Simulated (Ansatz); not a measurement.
**Calculated with Ansatz: Li6I2NCl, single run**

Run with:

```bash
ansatz run input.yaml --threads 1 --pin off --max-ram 2560MiB --backend cpu --events-out ev --progress --plain --runs-dir out
```

The input file (Ansatz 0.2.0, plane waves):

```yaml
crystal:
  lattice:
    - [0.0, 4.657468, 4.657468]
    - [4.657468, 0.0, 4.657468]
    - [4.657468, 4.657468, 0.0]
  atoms:
    - { symbol: Cl, position: [0.0, 0.0, 0.0] }
    - { symbol: I, position: [0.75, 0.75, 0.75] }
    - { symbol: I, position: [0.25, 0.25, 0.25] }
    - { symbol: "N", position: [0.5, 0.5, 0.5] }
    - { symbol: Li, position: [0.6834, 0.3166, 0.6834] }
    - { symbol: Li, position: [0.6834, 0.3166, 0.3166] }
    - { symbol: Li, position: [0.3166, 0.6834, 0.3166] }
    - { symbol: Li, position: [0.3166, 0.6834, 0.6834] }
    - { symbol: Li, position: [0.6834, 0.6834, 0.3166] }
    - { symbol: Li, position: [0.3166, 0.3166, 0.6834] }
  symmetry: { tolerance: 0.0003 }
kpoints:
  mp_grid: { grid: [4, 4, 4], shift: [0, 0, 0] }
magnetization:
  spin_polarized: false
scf:
  occupations: { method: gaussian, width: 0.001 }
hamiltonian:
  pseudopotentials: { kind: paw }
  xc: lda
basis:
  ecutwfc: 420
output:
  forces: true
  stress: true
  eigenvalues: true
  write_density: true
  write_potential: true
  elf: true
  volumetric_format: npy
```

Origin of the cell: a known structure type with other elements, at an estimated volume, so it need not be a known compound.

Output (shortened):

```
Pseudopotentials: kind: paw
Pseudopotential: Cl, paw, valence charge 7, recommended cutoff 420 eV (normal), Cl.paw.azcp
Pseudopotential: I, paw, valence charge 17, recommended cutoff 420 eV (normal), I.paw.azcp
Pseudopotential: N, paw, valence charge 5, recommended cutoff 420 eV (normal), N.paw.azcp
Pseudopotential: Li, paw, valence charge 3, recommended cutoff 420 eV (normal), Li.paw.azcp
Functional definition: SPW92
  exchange = slater_x
  correlation = pw_c
Crystal: 10 atoms, lattice volume = 202.060 Å³
Basis set: ecut = 420 eV, 3839 PW (Γ)
Bands: 42, of which v1, the nominal top of the filled ones, is band 32 counted from 1 (31 counted from 0)
Symmetry: 48 space group operations
Space group: Fm-3m (ITA 225), of the structure as read, at distance tolerance 1.8e-3 Å
k-points: 8 of 64
[… 11 lines left out …]
Initial density: superposition of atomic densities (neutral atoms: chi_scale 0, normalization atom), corrected by the library's trained network
Functional: x = slater, c = lda
SCF iter   1: F=—  HF=-17348.502001 eV  Δρ=5.62e-3  dr2=4.89e-2  defer=2
SCF iter   2: F=—  HF=-17348.468014 eV  Δρ=2.72e-3  dr2=6.98e-3  defer=23
SCF iter   3: F=—  HF=-17348.463324 eV  Δρ=1.44e-3  dr2=5.05e-3  defer=23
SCF iter   4: F=—  HF=-17348.462309 eV  Δρ=3.15e-4  dr2=1.71e-4  defer=23
SCF iter   5: F=—  HF=-17348.462317 eV  Δρ=8.73e-5  dr2=2.09e-5  defer=23
SCF iter   6: F=—  HF=-17348.462360 eV  Δρ=2.39e-5  dr2=1.17e-6  defer=23
SCF iter   7: F=-17348.462360 eV  HF=-17348.462360 eV  Δρ=4.99e-6  dr2=4.95e-8
SCF 1 converged in 7 iterations: F = -17348.462360 eV  dr2 = 4.95e-8
SCF converged after 7 iterations
Free energy (F): -17348.462360 eV
Harris-Foulkes:  -17348.462360 eV  (|F-HF|=2.81e-8)
Internal energy: -17348.462360 eV  (E = F + TS)
E sigma→0 (E₀):  -17348.462360 eV
Fermi energy:    4.043620 eV
--- Per-component energies (eV) ---
  E_band       = -1355.690016
  E_kinetic    = 811.424160
  E_local      = -5661.017665  (includes V_loc(G=0)·N_el)
  E_nonlocal   = -289.551789
  E_hartree    = 2626.556740
  E_xc         = -486.092192
  E_vxc        = -541.030586  (∫ρ·V_xc dr)
  E_paw        = -10175.996689  (= ΣΔE_a)
  E_vpaw       = -928.610429  (= ΣTr[D̂ρ^β])
  E_aug_tail   = 0.000448  (compensation charges beyond the density's cutoff)
  E_ewald      = -4175.618339
  E_core_change = 1.832966  (= ΣΔE_core)
  E_smearing   = -0.000000  (= −TS)
  Σ components = -17348.462360   (vs F -17348.462360, Δ=0.00e0)
--- Forces (eV/Å), atoms counted from 1 ---
  atom   1  Cl    -0.000000     0.000000    -0.000000
  atom   2  I      0.000000     0.000000    -0.000000
  atom   3  I      0.000000     0.000000    -0.000000
  atom   4  N      0.000000     0.000000    -0.000000
  atom   5  Li     0.000000     2.419781     0.000000
  atom   6  Li    -2.419781     0.000000     0.000000
  atom   7  Li    -0.000000    -2.419781     0.000000
  atom   8  Li     2.419781    -0.000000     0.000000
  atom   9  Li    -0.000000    -0.000000     2.419781
  atom  10  Li    -0.000000    -0.000000    -2.419781
  max |Σ_I F_I| component: 9.76e-19 eV/Å
--- Stress (GPa, compression-positive) ---
        1.555707       0.000000      -0.000000
        0.000000       1.555707       0.000000
        0.000000       0.000000       1.555707
  P = ⅓ Tr σ = 1.5557 GPa (15.557 kbar)
```

Caveats: no spin-orbit coupling, though heavy elements are present.

Time: 6 s of wall time on 1 CPU thread(s) of a shared host, from the program's own first density.
